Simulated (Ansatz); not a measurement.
LaB6:
Space group Pm-3m (No. 221); a = b = c = 4.130 Å, α = β = γ = 90.00°

```json
[
 {"atom": "La", "site": "1a", "symmetry": "m-3m", "x": "0.0000", "y": "0.0000", "z": "0.0000"},
 {"atom": "B", "site": "6f", "symmetry": "4m.m", "x": "0.1996", "y": "0.5000", "z": "0.5000"}
]
```

Relaxed with PBEsol.

Question: Which orbitals make up the states near the Fermi level in the program Ansatz at the PBEsol level (PAW)?

Answer: Within 0.5 eV of the Fermi level: B 2p 43 %, La 5d 30 %, La 4f 24 %. Projections are on Löwdin-orthogonalised atomic valence shells; empty p or d shells of many metals are not among them.

Question: Tabulate the density of states.

Answer: States/eV per cell of 7 atoms, in 0.25 eV bins, energy from the Fermi level.

```tsv
E (eV)	total	B 2p	La 4f	La 5d
-7.85	1.95	1.24	0.01	0.11
-7.60	1.80	1.21	0.01	0.11
-7.35	0.49	0.32	0.00	0.04
-7.10	0.40	0.25	0.00	0.03
-6.85	1.47	0.95	0.01	0.10
-6.60	1.53	1.02	0.01	0.12
-6.35	1.27	0.86	0.01	0.11
-6.10	1.38	0.97	0.01	0.12
-5.85	1.63	1.18	0.01	0.15
-5.60	2.02	1.52	0.02	0.19
-5.35	2.15	1.66	0.02	0.19
-5.10	2.27	1.76	0.03	0.16
-4.85	2.04	1.62	0.02	0.15
-4.60	3.68	3.02	0.03	0.28
-4.35	4.00	3.22	0.05	0.43
-4.10	3.63	2.96	0.05	0.36
-3.85	2.71	2.23	0.05	0.26
-3.60	2.70	2.26	0.06	0.24
-3.35	3.84	3.30	0.09	0.23
-3.10	3.54	3.15	0.08	0.16
-2.85	3.22	2.93	0.08	0.11
-2.60	1.95	1.78	0.05	0.07
-2.35	1.03	0.87	0.04	0.09
-2.10	0.85	0.67	0.04	0.12
-1.85	0.89	0.72	0.04	0.11
-1.60	0.50	0.32	0.03	0.14
-1.35	0.37	0.18	0.03	0.15
-1.10	0.43	0.20	0.04	0.18
-0.85	0.51	0.24	0.06	0.20
-0.60	0.61	0.28	0.08	0.23
-0.35	0.78	0.36	0.14	0.27
-0.10	0.86	0.38	0.18	0.27
0.15	0.89	0.38	0.22	0.26
0.40	1.23	0.50	0.36	0.32
0.65	1.58	0.59	0.57	0.36
0.90	2.30	0.74	1.08	0.37
1.15	3.15	0.81	1.82	0.37
1.40	3.22	0.56	2.30	0.25
1.65	5.24	0.61	4.05	0.43
1.90	25.54	0.67	24.02	0.64
2.15	12.52	0.52	11.33	0.54
2.40	5.14	0.60	3.38	0.99
2.65	3.87	0.69	1.76	1.21
2.90	4.09	0.77	0.95	2.00
3.15	3.99	0.86	0.66	2.07
3.40	4.67	0.90	0.40	2.86
3.65	4.95	1.24	0.35	2.87
3.90	4.24	1.12	0.22	2.38
```

The cell was relaxed with PBEsol under the symmetry of its start. Scalar-relativistic: spin–orbit coupling is off unless named, which matters more the heavier the elements.

Potentials: the earlier of the program's two PAW sets. The files were generated under PBE; for other functionals the program regenerates the frozen cores, and for LDA and PBEsol the local potential too.
